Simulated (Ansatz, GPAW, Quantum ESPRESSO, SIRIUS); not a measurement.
# InSb3: 4 runs at one level of theory

```
CELL_PARAMETERS angstrom
4.80637 0.00000 0.00000
0.00000 4.80637 0.00000
0.00000 0.00000 4.80637
ATOMIC_POSITIONS crystal
Sb 0.50000 0.50000 0.00000
Sb 0.00000 0.50000 0.50000
Sb 0.50000 0.00000 0.50000
In 0.00000 0.00000 0.00000
```

The cell comes from a database or a generator and needn't be the stable form of this composition.

Alike in all runs: task equation of state; functional PBEsol; k mesh 6 × 6 × 6; occupations fermi-dirac, width 0.05 eV; no spin polarisation; no spin-orbit coupling.

```
                           program and potentials  plane-wave cutoff (eV)  notes  equilibrium volume (Å³/atom)  bulk modulus (GPa)
   Ansatz, all-electron LAPW, scalar-relativistic                       -      -                         26.40                60.6
    SIRIUS, all-electron FP-LAPW, apw+lo standard                       -      -                         26.39                62.2
                Quantum ESPRESSO, GBRV 1.5 PBEsol                     762      -                         26.43                60.4
GPAW, PAW data sets generated for this functional                     600      -                         26.27                61.0
```

The equilibrium volume spans 26.27 (GPAW, PAW data sets generated for this functional) to 26.43 Å³/atom (Quantum ESPRESSO, GBRV 1.5 PBEsol), with all-electron results at 26.39 to 26.40. The bulk modulus spans 60.4 (Quantum ESPRESSO, GBRV 1.5 PBEsol) to 62.2 GPa (SIRIUS, all-electron FP-LAPW, apw+lo standard), with all-electron results at 60.6 to 62.2.

Differences between rows come from potentials, basis sets and numerical settings, since the functional is the same but for its coding. Runs on potential files found faulty are left out.
